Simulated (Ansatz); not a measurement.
**YVO4: checking a database structure before trusting its electric field gradients**

The cell is a COD entry, atoms as given.

Space group I4_1/amd:1 (No. 141); a = 7.1260, c = 6.1790 Å.

```
site  Wyckoff  site symmetry       x       y       z
   Y       4a           -4m2  0.0000  0.0000  0.0000
   V       4b           -4m2  0.0000  0.0000  0.5000
   O      16h            .m.  0.0000  0.1900  0.3550
```

One atom of each set is listed; the run and its k-mesh use a cell of 12 atoms with edges of 5.91, 5.91, 5.91 Å.

The numbers come from a DFT calculation in Ansatz (PBE, plane waves and PAW, scalar-relativistic, 420 eV cutoff, Γ-centred 5×5×5 k-points, Fermi–Dirac smearing 0.02 eV).

Problem. Do the atoms and the cell lie near the calculated equilibrium?

Solution. No. The largest force is 4.9 eV/Å, on atom 6 (O: 1 V at 1.62 Å; also 2 Y at 2.30–2.58 Å), and the pressure is 18.1 GPa. Such values can come from a cell under pressure, imprecise or misplaced coordinates, missing atoms or a wrong setting of the space group; the run alone doesn't tell which, and gradients calculated on this entry can't be taken for those of the compound at ambient conditions.
